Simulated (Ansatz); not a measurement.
BP (rock salt, Fm-3m), plane-wave PAW PBE (Ansatz code), all energies at zero smearing, with the estimated change up to a 700 eV cutoff added, with one set of potentials and settings (totals compare only within such a set). Cell of 2 atoms (1 P, 1 B): -910.324 eV.

| element | reference phase | E (eV/atom) |
|---|---|---|
| P | Cmce, 4 atoms in the cell | -755.6743 |
| B | R-3m, 12 atoms in the cell | -155.9161 |

Formation energy per atom, worked out: (-910.324 − 1×(-755.6743) − 1×(-155.9161))/2 = 0.633 eV/atom (61 kJ per mol of atoms), at 0 K, without zero-point energy or fitted corrections.

The start of the workflow was typed in or built on a structure type; neither database checked (COD, Materials Project) lists it. It is not the phase usual at ambient conditions (space group No. 216). The PBE relaxation kept the symmetry of its start; its stability against distortions is not shown here. Its formation energy is positive at this level, so the cell may be metastable or incomplete. The references are the lowest solids computed at this level, not always the standard phases.

Potentials: the later of the program's two PAW sets.
